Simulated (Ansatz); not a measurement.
# In$_{2}$O$_{3}$: pressure against volume

In$_{2}$O$_{3}$, R-3c, a = 5.462 Å, c = 14.372 Å. This isn't the usual stable structure of the compound. Ansatz: LDA, PAW, 420 eV, Γ-centred 6×6×6 mesh on 10 atoms, Gaussian smearing 0.02 eV; no spin polarisation. Shape and atoms are relaxed at each volume; pressure is positive in compression.

```
V (Å³/atom) P (GPa)
     10.891    28.08
     11.263        ?
     11.634    12.28
     12.005     5.71
     12.377    -0.01
     12.748    -4.94
     13.119    -9.13
     13.614   -13.75
```

Task: Take V0 = 12.377 Å³/atom, count pressures from its P0 = -0.01 GPa, fit the third-order Birch–Murnaghan form to the other rows, and predict the missing pressure.

Result: With the Eulerian strain f = ½[(V0/V)^(2/3) − 1] and y = (P − P0)/[3f(1 + 2f)^(5/2)], the form is the line y = B0 + 1.5 B0 (B0′ − 4) f. Rows (f, y): 0.04450, 170.0; 0.02107, 175.4; 0.01028, 176.3; -0.00975, 177.1; -0.01904, 175.9; -0.03077, 174.5. Means f = 0.002715, y = 174.87; Σ(Δf)² = 0.003890, ΣΔfΔy = -0.2208; the slope is their ratio. y = 175.0 − 56.75 f GPa, so B0 = 175.0 GPa and B0′ = 4 + 2 × (-56.75)/(3 × 175.0) = 3.78. At V = 11.263, f = 0.03245, y = 173.16 and P = 19.72 GPa. The run gave 19.72 GPa, the same to the digits shown.